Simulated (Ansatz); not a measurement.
**Al4N3: rattling a relaxed structure**

The cell was found from a proposed guess, not taken from experiment.

These are results of DFT PBE, scalar-relativistic, plane waves, PAW (Ansatz), not measurements. Plane waves to 420 eV, a k mesh through Γ of 12×12×4 on the computed 7-atom cell and Gaussian smearing (0.10 eV); no spin polarisation.

The cell below (7 atoms, space group P3m1 (No. 156)) is relaxed within its symmetry.

```
CELL_PARAMETERS angstrom
3.11266 0.00000 0.00000
-1.55633 2.69564 0.00000
0.00000 0.00000 9.80898
ATOMIC_POSITIONS crystal
Al 0.00000 0.00000 0.49581
Al 0.33333 0.66667 0.75891
Al 0.00000 0.00000 0.98090
Al 0.33333 0.66667 0.23878
N 0.33333 0.66667 0.43313
N 0.00000 0.00000 0.69047
N 0.00000 0.00000 0.17700
```

For the test it was strained at random (σ = 1.5 % a component), the atoms were moved at random (σ = 0.10 Å), and all was relaxed again on a coarse 12×12×2 mesh (in the run’s order of axes) with 0.20 eV smearing, with no symmetry imposed.

An odd number of electrons in the primitive cell allows no gap without spin; a larger cell or a magnetic state could open one.

Task: Does it come back?

Result: It returns, within 1 meV/atom of the unmoved cell on that mesh and with the same symmetry when read at 0.1 Å (Cm at 0.01 Å, so small strains and shifts remain). So it is stable against the distortions that fit this cell and that this random move excites. Modes that don't fit the cell aren't tested.
